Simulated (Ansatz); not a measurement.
Si: computed DOS

```cif
data_structure
_symmetry_space_group_name_H-M 'P 1'
_symmetry_Int_Tables_number 1
_cell_length_a 3.5075
_cell_length_b 3.5075
_cell_length_c 3.5075
_cell_angle_alpha 100.152
_cell_angle_beta 95.050
_cell_angle_gamma 137.368
_cell_volume 27.19
loop_
_atom_site_label
_atom_site_type_symbol
_atom_site_fract_x
_atom_site_fract_y
_atom_site_fract_z
_atom_site_occupancy
Si1 Si 0.80700 0.55700 0.25000 1
Si2 Si 0.19300 0.44300 0.75000 1
```

The runs use the primitive cell with vectors (-2.251, 2.369, 1.275), (2.251, -2.369, 1.275), (2.251, 2.369, -1.275) Å, to which the k mesh refers.

The geometry is COD entry 9011656, unchecked; take it as a test cell.

Theory: DFT, LDA, all-electron LAPW, scalar-relativistic in Ansatz 0.2.0.

The runs use a Γ-centred 16×16×16 k mesh, Fermi–Dirac smearing of 0.05 eV, basis error target 0.5 meV/atom, no spin polarisation.

States per eV and cell, averaged over 0.4 eV, from -9.8 to 1.6 eV, with energies (bin centres) from the Fermi level; empty bins are left out. 

```csv
E (eV),total
-9.7,0.47
-9.3,0.50
-8.9,0.52
-8.5,0.55
-8.1,0.59
-7.7,0.54
-7.3,0.45
-6.9,0.53
-6.5,0.64
-6.1,0.59
-5.7,0.61
-5.3,0.67
-4.9,0.68
-4.5,0.69
-4.1,0.72
-3.7,0.75
-3.3,0.79
-2.9,0.84
-2.5,0.96
-2.1,0.93
-1.7,0.90
-1.3,0.71
-0.9,0.60
-0.5,0.65
-0.1,0.69
0.3,0.69
0.7,0.71
1.1,0.73
1.5,0.75
```
